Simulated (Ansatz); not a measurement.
# CaCd2As2, a known structure type with other elements, at an estimated volume

```
CELL_PARAMETERS angstrom
4.38019 0.00000 0.00000
-2.19009 3.79335 0.00000
0.00000 0.00000 7.37749
ATOMIC_POSITIONS crystal
As 0.33330 0.66670 0.25830
As 0.66670 0.33330 0.74170
Ca 0.00000 0.00000 0.00000
Cd 0.33330 0.66670 0.63030
Cd 0.66670 0.33330 0.36970
```

Method: r2SCAN, no spin polarisation; PAW, plane waves to 500 eV, 7×7×4 Γ-centred mesh, fermi-dirac occupations (width 0.1 eV) (Ansatz 0.2.0), atoms fixed.

What does the stress say?

The pressure is 1.2 GPa (compression positive), so with the atoms held at these fractions the cell would first expand; the forces are large, so a full relaxation may end otherwise.

What do density and ELF say about some of the short contacts?

As–Cd at 2.66 Å: least valence density 0.35 e/Å³ and ELF 0.28 there. Ca–As at 3.17 Å: least valence density 0.11 e/Å³ and ELF 0.07 there, a closed-shell (ionic or weak) contact. Ca–Cd at 3.72 Å: least valence density 0.05 e/Å³ and ELF 0.04 there. These are pseudo-fields; inside the PAW spheres they differ from the all-electron ones.

How is the charge shared?

Bader charges in e: Ca +1.48, Cd +0.51, As -1.25. In the mean Ca gives up most and As takes most.

Metal or insulator? Give the gap.

The gap is 0.68 eV, direct at the points sampled.

What is the formation energy?

-0.71 eV an atom against the elements' usual phases (free molecules for gases, crystals otherwise, with no correction for O₂ or N₂), so it is bound against them; other compounds may still compete. Relaxing would lower it.

Origin: a known structure type with other elements, at an estimated volume, so it need not be a known compound.
